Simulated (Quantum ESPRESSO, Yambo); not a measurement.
KCl (rock salt, space group Fm-3m, No. 225) under isotropic strain (on all lattice vectors), counted from the cell relaxed with PBEsol, atoms relaxed at each step. PBEsol (pw.x of Quantum ESPRESSO, ONCV potentials, scalar-relativistic); G0W0 in Yambo (4×4×4 Γ-centred k mesh, 136 bands and a 10 Ry block in the screening, 136 bands in G with the Bruneval-Gonze terminator, plasmon pole fitted at 27.2 eV).

```tsv
strain s (%)	PBEsol direct gap at Γ (eV)	G0W0 direct gap at Γ (eV)
-3	?	?
-1.5	5.258	8.354
-0.7	5.176	8.268
0	5.106	8.216
+1	5.010	8.145
+2	4.919	8.071
```

Question: Fit a parabola in s to each column by least squares and predict the withheld row.

Answer: PBEsol: E = 5.106 − 0.0980 s + 0.0022 s² (largest residual 1 meV), giving 5.420 eV at s = -3; the run gave 5.422 eV, a miss of 3 meV. G0W0: E = 8.216 − 0.0817 s + 0.0054 s² (largest residual 8 meV), giving 8.509 eV at s = -3; the run gave 8.484 eV, a miss of 25 meV. The withheld row lies outside the fitted range, so this is an extrapolation. The GW settings are held fixed; their convergence isn't established. The screening block changes size along the series (229 vectors at -3 %, 229 vectors at -1.5 %, 229 vectors at -0.7 %, 259 vectors at +0 %, 259 vectors at +1 %, 283 vectors at +2 %), which puts steps into the G0W0 values.
